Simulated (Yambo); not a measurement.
Yambo run on TiO₂ (space group C2/c, No. 15). The wavefunctions are norm-conserving PBEsol (Quantum ESPRESSO, 84 Ry, no spin-orbit coupling) ones on a 4×4×4 mesh (24 occupied bands); a = 3.827 Å, b = 3.827 Å, c = 5.472 Å, α = 109.89°, β = 109.89°, γ = 90.01°.

Yambo input:

```
rim_cut
gw0
dyson
el_el_corr
HF_and_locXC
ppa
em1d
RandQpts= 1000000
RandGvec= 1 Ry
EXXRLvcs= 84 Ry
VXCRLvcs= 336 Ry
Chimod= "HARTREE"
% BndsRnXp
 3 | 140 |
%
NGsBlkXp= 8 Ry
% LongDrXp
 1.0 | 1.0 | 1.0 |
%
PPAPntXp= 27.2114 eV
% GbndRnge
 1 | 58 |
%
GTermKind= "BG"
DysSolver= "n"
ExtendOut
% QPkrange
 1 | 1 | 25 | 25 |
 2 | 2 | 24 | 25 |
 22 | 22 | 24 | 24 |
%
```

k points by index: 1 = Γ, 2 = (0, 0, 0.25), 22 = (-0.5, -0.5, 0).

The o-*.qp file then holds:

```
#    K-point    Band    Eo [eV]    E [eV]    E-Eo [eV]    Vxc [eV]    Vnlxc [eV]    Sc|Eo [eV]    Sc|E [eV]    dSc/dw|Eo [eV]    Re(Z)    Im(Z)
#
    1    25    2.053546    3.226387    1.172841    -19.21628    -11.83152    -5.886070    -6.211916    -7.559082    0.782598    -0.001368
    2    24    -0.229862    -0.493247    -0.263384    -19.91435    -24.79372    4.534659    4.615986    -8.397774    0.764165    -0.001486
    2    25    2.154836    3.343630    1.188794    -19.35794    -11.85820    -5.977994    -6.310949    -7.620337    0.781222    -0.001379
    22    24    0.000000    -0.239712    -0.239712    -19.76601    -24.66660    4.586101    4.660873    -8.483067    0.762339    -0.001480
```
(The two width columns are left out.) Convergence of these settings isn't established.

Geometry of the Materials Project entry, not relaxed at this level.

This is not the ordinary phase of the substance; no match was found in the copy of COD used, and its stability was not checked.
